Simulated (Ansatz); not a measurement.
Structures of YF: which is lowest?

Plane-wave DFT in Ansatz with scalar-relativistic PAW potentials, cutoff 420 eV, Γ-centred meshes chosen by cell and gap, Gaussian smearing with energies taken to zero width. Every cell was relaxed (cell and atoms) in a run of its own, within the symmetry of its start. Functional: PBE.

Relaxed structures (starts from databases or built by putting these elements on another compound's sites):
A. R-3m, 2 atoms in the computed cell, a = 3.294 Å, c = 11.166 Å; sites (symmetry × multiplicity) Y -3m × 3, F -3m × 3; start: built
B. R-3m, 4 atoms in the computed cell, a = 3.768 Å, c = 19.331 Å; sites (symmetry × multiplicity) Y 3m × 6, F 3m × 6; start: built

Problem. Rank them by energy. Could pressure change the order?

Solution.
| structure | group | E − E(lowest) (meV/atom) | V (Å³/atom) | gap on mesh (eV) |
| --- | --- | --- | --- | --- |
| B | R-3m | 0.0 | 19.81 | 0.00 |
| A | R-3m | 464 | 17.49 | 0.00 |

B is lowest, 464 meV/atom under A. A is denser by 2.31 Å³/atom, so pressure favours it: ΔE/ΔV, with ΔE in eV and 1 eV/Å³ = 160.2 GPa, gives about 32 GPa for equal enthalpy if both cells were rigid; at such pressures compression changes ΔV much, so this is a scale only. Other structures may lie lower than all of these, and vibrations aren't counted.